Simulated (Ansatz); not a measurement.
The relaxed structure here is a generated cell of Sr: the first start was made by placing the elements on the sites of a structure type, and the end was not matched to a known phase here, so it may be hypothetical. Known forms of Sr include space group No. 225.

One stationary structure of Sr. Method: r2SCAN (plane waves to 500 eV, PAW, scalar-relativistic; Ansatz, a quantum-chemistry and plane-wave program).

```cif
data_Sr3
_chemical_formula_sum 'Sr3'
_space_group_name_H-M_alt 'P 1'
_space_group_IT_number 1
_cell_length_a 6.94597
_cell_length_b 6.94597
_cell_length_c 4.12634
_cell_angle_alpha 90.000
_cell_angle_beta 90.000
_cell_angle_gamma 120.000
loop_
_space_group_symop_operation_xyz
  'x, y, z'
loop_
_atom_site_label
_atom_site_type_symbol
_atom_site_fract_x
_atom_site_fract_y
_atom_site_fract_z
_atom_site_occupancy
Sr1 Sr 0.00000 0.00000 0.00000 1
Sr2 Sr 0.33333 0.66667 0.50000 1
Sr3 Sr 0.66667 0.33333 0.50000 1
```

Q: Determine the symmetry and give the standard cell with its independent sites.

A: Space group P6/mmm (No. 191); a = b = 6.946 Å, c = 4.126 Å, α = β = 90.00°, γ = 120.00°

```tsv
atom	site	symmetry	x	y	z
Sr	1a	6/mmm	0.0000	0.0000	0.0000
Sr	2d	-6m2	0.3333	0.6667	0.5000
```

Q: Give the shortest distances between elements (the closest pairs, up to four, under 3.6 Å).

A: .

```json
{
  "volume_per_atom": "57.47 Å³",
  "band_gap": "no gap (metallic)"
}
```

No spin polarisation in the result.

The run could not lose the symmetry of its start, so the end can be a saddle point.

All atoms sit on sites fixed by symmetry, so only the cell could relax.
